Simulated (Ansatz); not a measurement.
# Harmonic thermodynamics of Y₂TaN₃

Method: DFT PBE, scalar-relativistic, plane waves, PAW in Ansatz 0.2.0. Cutoff 420 eV, 12×12×6 k-points (Γ-centred), Fermi-Dirac smearing of 0.15 eV. No spin polarisation. Phonons by linear response, acoustic sum rule imposed.

Relaxed structure:
```cif
data_structure
_symmetry_space_group_name_H-M 'P 1'
_symmetry_Int_Tables_number 1
_cell_length_a 3.3180
_cell_length_b 3.3180
_cell_length_c 8.1933
_cell_angle_alpha 90.000
_cell_angle_beta 90.000
_cell_angle_gamma 120.000
_cell_volume 78.12
loop_
_atom_site_label
_atom_site_type_symbol
_atom_site_fract_x
_atom_site_fract_y
_atom_site_fract_z
_atom_site_occupancy
Y1 Y 0.33333 0.66667 0.67405 1
Y2 Y 0.66667 0.33333 0.32595 1
Ta1 Ta 0.00000 0.00000 0.00000 1
N1 N 0.00000 0.00000 0.50000 1
N2 N 0.33333 0.66667 0.14178 1
N3 N 0.66667 0.33333 0.85822 1
```

The cell was found from a structure generator's guess, not taken from experiment. In a metal, frequencies and elastic constants depend on the k mesh and the smearing, soft modes and shear constants most. Spin–orbit coupling is left out, which matters for heavy elements. The q mesh is coarse, so values between its points are rough.

Force constants from linear response on a 3×3×1 q mesh, interpolated to a fine mesh.

Phonon density of states, in bins of 10 cm⁻¹:
(bin centre (cm⁻¹), share of modes (%)): (5, 0.0), (15, 0.0), (25, 0.0), (35, 0.2), (45, 0.5), (55, 0.7), (65, 1.1), (75, 1.9), (85, 3.5), (95, 2.7), (105, 1.9), (115, 1.1), (125, 1.7), (135, 3.6), (145, 1.8), (155, 3.3), (165, 4.4), (175, 3.2), (185, 4.2), (195, 3.1), (205, 1.0), (215, 0.8), (225, 1.0), (235, 3.6), (245, 1.8), (255, 1.5), (265, 1.0), (275, 0.4), (285, 0.0), (295, 0.0), (305, 0.0), (315, 0.0), (325, 0.0), (335, 0.0), (345, 0.0), (355, 0.0), (365, 0.0), (375, 0.2), (385, 0.7), (395, 2.6), (405, 4.3), (415, 5.7), (425, 4.8), (435, 5.3), (445, 6.1), (455, 4.3), (465, 4.2), (475, 1.7), (485, 3.3), (495, 1.9), (505, 3.0), (515, 1.6), (525, 0.4)

Task: What is the zero-point energy per atom?

Result: 56.2 meV.

Task: How large are the vibrational entropy and heat capacity at 300 K?

Result: S = 2.68 k_B and C_V = 2.46 k_B per atom, 82 % of the Dulong–Petit value.

Task: Tabulate them against temperature.

Result:
```csv
T (K),F_vib (meV/atom),S (k_B/atom),C_V (k_B/atom)
100,54.1,0.70,1.09
200,43.4,1.77,2.01
300,24.1,2.68,2.46
400,-2.4,3.42,2.67
500,-34.6,4.03,2.78
600,-71.6,4.55,2.84
700,-112.7,4.99,2.88
800,-157.4,5.37,2.91
900,-205.3,5.72,2.93
1000,-255.9,6.03,2.94
```
